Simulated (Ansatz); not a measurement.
GaMo3N (anti-perovskite, Pm-3m) under volume change, r²SCAN (plane waves, PAW; program Ansatz), scaled uniformly.

```csv
V (Å³/atom),E − E(relaxed) (meV/atom),P (GPa)
12.409,105.5,29.98
12.818,44.3,18.32
13.228,10.5,8.42
13.637,0.0,0.00
14.046,9.4,-7.16
14.455,35.6,-13.23
14.864,76.2,-18.39
```

**Question.** What does a third-order Birch–Murnaghan fit give for V₀, B₀ and B′?

**Answer.** V₀ = 13.64 Å³/atom, B₀ = 258 GPa, B′ = 4.4.

The start of the workflow was typed in or built on a structure type; neither database checked (COD, Materials Project) lists it. Whether it is the stable phase at ambient conditions was not checked. The r²SCAN relaxation kept the symmetry of its start; its stability against distortions is not shown here. The workflow began spin-polarised and lost its moments.

Potentials: the earlier of the program's two PAW sets.
